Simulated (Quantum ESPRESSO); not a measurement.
In3GaP4, convergence and cost over cutoff and k mesh

Simulated, not a measurement. The program is pw.x of Quantum ESPRESSO 7.5 (plane-wave density functional theory). The cell is made up: 8 atoms on a zincblende/diamond lattice, with randomly drawn elements, strain and displacements, not relaxed. PseudoDojo standard norm-conserving files (v0.5 for PBE, v0.4.1 for LDA and PBEsol) set the functional; there is no spin polarisation, spin-orbit coupling or dispersion term, and the masses in the input are unused placeholders.

Input of the run in row 4:

```
&control calculation='scf', pseudo_dir='./dojo.nc.sr.pbe.v0_5.standard.upf', outdir='./o', disk_io='medium', tprnfor=.true., tstress=.true. /
&system ibrav=0, nat=8, ntyp=3, nbnd=42, ecutwfc=79.96652505, nosym=.true., tot_charge=0,
 occupations='smearing', smearing='fd', degauss=0.0018374661
/
&electrons conv_thr=7.350e-09, electron_maxstep=60, /
ATOMIC_SPECIES
Ga 1.0 Ga.upf
In 1.0 In.upf
P 1.0 P.upf
CELL_PARAMETERS angstrom
5.7173 -0.0716 -0.0993
-0.0716 5.8121 0.0808
-0.0993 0.0808 5.666
ATOMIC_POSITIONS angstrom
In -0.0143 0.0944 0.0051
Ga -0.1708 2.939 2.7845
In 2.6865 0.0098 2.7387
In 2.8596 2.9237 -0.0736
P 1.4369 1.451 1.3833
P 1.3146 4.478 4.2786
P 4.1257 1.442 4.1597
P 4.1384 4.2512 1.4447
K_POINTS automatic
4 4 4 1 1 1
```

The same cell was run at these settings. Meshes are shifted by half a step, and differences are from the last row, which is itself not exact.

| cutoff (eV) | k mesh | k points solved | threshold (eV) | free energy less the last row's (eV) | pressure (GPa) | largest stress difference (GPa) | largest force difference (eV/Å) | iterations | wall time (s) | k-point pools | processor |
| --- | --- | --- | --- | --- | --- | --- | --- | --- | --- | --- | --- |
| 762 | 2 x 2 x 2 | 4 | 1e-04 | 2.392 | -8.83 | 15.38 | 0.034 | 7 | 34 | 1 | AMD EPYC, Zen 5 class |
| 1088 | 2 x 2 x 2 | 4 | 1e-07 | 0.429 | 6.74 | 0.27 | 0.028 | 11 | 119 | 1 | AMD EPYC, Zen 5 class |
| 626 | 4 x 4 x 4 | 32 | 1e-07 | 17.608 | -82.04 | 88.61 | 0.027 | 11 | 222 | 1 | AMD EPYC, Zen 5 class |
| 1088 | 4 x 4 x 4 | 32 | 1e-07 | 0.008 | 6.46 | 0.01 | 0.001 | 11 | 536 | 1 | AMD EPYC, Zen 5 class |
| 1377 | 6 x 6 x 6 | 108 | 1e-07 | 0.000 | 6.47 | 0.00 | 0.000 | 11 | 2056 | 1 | AMD EPYC, Zen 5 class |

Each pool is one process. Wall times include start-up and a band step at six k points, which weighs most on the coarsest meshes. The runs were on shared virtual cores whose load varied, so times are rough.